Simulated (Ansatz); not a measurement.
Data sheet: Ca3BiN (DFT)

Ca3BiN:
```
CELL_PARAMETERS angstrom
      4.77953     0.00000     0.00000
      0.00000     4.77953     0.00000
      0.00000     0.00000     4.77953
ATOMIC_POSITIONS crystal
  Ca 0.50000 0.00000 0.50000
  Ca 0.00000 0.50000 0.50000
  Ca 0.50000 0.50000 0.00000
  Bi 0.00000 0.00000 0.00000
  N  0.50000 0.50000 0.50000
```

Space group Pm-3m (No. 221), anti-perovskite; conventional cell a = b = c = 4.780 Å, α = β = γ = 90.00°.

Method: DFT-LDA in the program Ansatz with PAW potentials. The cell and atoms are relaxed at this level. Other levels are named where they apply.

### Cell and energy

```
Property                                                      Result
-----------------------------------------------------  -------------
Volume per atom                                             21.84 Å³
Density                                                   5.22 g/cm³
Formation energy from the elements (no fitted shifts)  -1.24 eV/atom
```

### Electronic structure

```
Item                                                                                                    Result
------------------------------------------------  ------------------------------------------------------------
Band gap                                                                                      0.24 eV (direct)
Valence-band maximum                                                                                      at Γ
Conduction-band minimum                                                                                   at Γ
Electron effective mass, band 1 of 2 at the edge    0.86 along [100], 0.16 along [110], 0.090 along [111] (mₑ)
Electron effective mass, band 2 of 2 at the edge  0.048 along [100], 0.062 along [110], 0.090 along [111] (mₑ)
Hole effective mass, band 1 of 3 at the edge        0.27 along [100], 0.27 along [110], 0.098 along [111] (mₑ)
Hole effective mass, band 2 of 3 at the edge       0.27 along [100], 0.075 along [110], 0.098 along [111] (mₑ)
Hole effective mass, band 3 of 3 at the edge      0.038 along [100], 0.060 along [110], 0.075 along [111] (mₑ)
```

### Mechanics

```
Quantity                                                                      Result
--------------------------------------------  --------------------------------------
Bulk modulus (Birch–Murnaghan fit)                                          65.3 GPa
Pressure derivative B′                                                           4.2
Elastic constants (relaxed ions, GPa)              C11 = 140, C12 = 27.9, C44 = 54.4
Mechanical stability                          stable (all eigenvalues of C positive)
Hill bulk and shear moduli                                         65.4 and 55.1 GPa
Young's modulus                                                              129 GPa
Poisson's ratio                                                                 0.17
Debye temperature from the elastic constants                                   381 K
```

### Phonons

```
Quantity                                                            Result
--------------------------------------------------  ----------------------
Highest zone-centre frequency (without LO–TO term)                314 cm⁻¹
Zone-centre stability                               no imaginary mode at Γ
```

The first step of the workflow began from a Materials Project structure, measured or hypothetical; the Crystallography Open Database files this formula in space group No. 221, but the cells were not matched. Its standing as an ambient phase is unchecked. Symmetry was held in the LDA relaxation. The references are the lowest solids computed at this level, not always the standard phases (solids in place of the gases). Scalar-relativistic: spin–orbit coupling is off unless named, which matters more the heavier the elements.

Potentials: the later of the program's two PAW sets.
